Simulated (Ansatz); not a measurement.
# Mechanical response of NbRu (P4/mmm)

```yaml
crystal:
  lattice:
    - [3.02508, 0.00000, 0.00000]
    - [0.00000, 3.02508, 0.00000]
    - [0.00000, 0.00000, 3.38230]
  atoms:
    - { symbol: Nb, position: [0.00000, 0.00000, 0.00000] }
    - { symbol: Ru, position: [0.50000, 0.50000, 0.50000] }
```

Conventional cell: a = 3.025 Å, b = 3.025 Å, c = 3.382 Å, α = 90.00°, β = 90.00°, γ = 90.00°. Nb (atom 1) has 8 Ru at 2.73 Å and 4 Nb at 3.03 Å as nearest neighbours. Ru (atom 2) has 8 Nb at 2.73 Å and 4 Ru at 3.03 Å as nearest neighbours.

Unless marked otherwise, the numbers come from PBEsol, PAW on Ansatz 0.2.0's default frozen-core files (fitted under PBE), scalar-relativistic. k mesh 16×16×14, Fermi-Dirac smearing of 0.050 eV, cutoff 420 eV. The cell was relaxed by PAW under this functional.

The cell is tetragonal and carries a residual pressure of -0.01 GPa at this level. Each strain component that symmetry leaves independent is applied at ±0.005, the ions relax wherever a strain frees them, and the stress (tension positive, GPa) is read. Shears are engineering strains, γ = 2ε.

```json
{"strain": "xx", "size": "-0.005", "σxx": "-1.6827", "σyy": "-1.0983", "σzz": "-1.0787", "σyz": "0.0000", "σxz": "0.0000", "σxy": "0.0000"}
{"strain": "xx", "size": "+0.005", "σxx": "1.6656", "σyy": "1.0843", "σzz": "1.0574", "σyz": "0.0000", "σxz": "0.0000", "σxy": "0.0000"}
{"strain": "zz", "size": "-0.005", "σxx": "-1.0784", "σyy": "-1.0784", "σzz": "-1.6616", "σyz": "0.0000", "σxz": "0.0000", "σxy": "0.0000"}
{"strain": "zz", "size": "+0.005", "σxx": "1.0565", "σyy": "1.0565", "σzz": "1.6616", "σyz": "0.0000", "σxz": "0.0000", "σxy": "0.0000"}
{"strain": "yz", "size": "-0.005", "σxx": "0.0163", "σyy": "0.0026", "σzz": "-0.0053", "σyz": "-0.2548", "σxz": "0.0000", "σxy": "0.0000"}
{"strain": "yz", "size": "+0.005", "σxx": "0.0163", "σyy": "0.0026", "σzz": "-0.0053", "σyz": "0.2548", "σxz": "0.0000", "σxy": "0.0000"}
{"strain": "xy", "size": "-0.005", "σxx": "0.0091", "σyy": "0.0091", "σzz": "-0.0032", "σyz": "0.0000", "σxz": "0.0000", "σxy": "-0.3135"}
{"strain": "xy", "size": "+0.005", "σxx": "0.0091", "σyy": "0.0091", "σzz": "-0.0032", "σyz": "0.0000", "σxz": "0.0000", "σxy": "0.3135"}
```

A central difference gives one constant, for example C11 ≈ (1.6656 − (-1.6827))/(0.01) = 334.8 GPa; the program then imposes the crystal's symmetry on the whole matrix.

(1) What are the independent elastic constants?

(2) Is the crystal stable against homogeneous strain?

(3) What moduli does a random aggregate of grains have?

(4) With the density of 10.407 g/cm³, how fast does sound travel, and what Debye temperature follows?

Results:

(1) C11 = 334.8, C12 = 218.3, C13 = 213.5, C33 = 332.3, C44 = 51.0, C66 = 62.7 GPa.

(2) The least eigenvalue of the 6×6 matrix is 51.0 GPa, so yes.

(3) Voigt and Reuss bounds: B from 254.7 to 254.7 and G from 56.3 to 56.7 GPa; their means are B = 254.7 and G = 56.5 GPa. Then E = 9BG/(3B + G) = 157.8 GPa, ν = (3B − 2G)/(6B + 2G) = 0.397 and B/G = 4.51, on the ductile side of Pugh's 1.75 (a rule of thumb).

(4) 

| direction | slow (m/s) | middle (m/s) | fast (m/s) |
| --- | --- | --- | --- |
| x | 2213 | 2455 | 5672 |
| y | 2213 | 2455 | 5672 |
| z | 2213 | 2213 | 5651 |

The mean of v⁻³ over directions and branches gives v_m = 2635 m/s and θ_D = (ħ/k_B) v_m (6π²n)^(1/3) = 315 K, n being atoms per volume. Young's modulus spans 148 to 173 GPa over directions, and the universal anisotropy index is 0.04.

Limits of these numbers: frozen-core PAW files fitted under PBE, their cores solved anew for the functional of the run; responses of metals move with mesh and smearing.
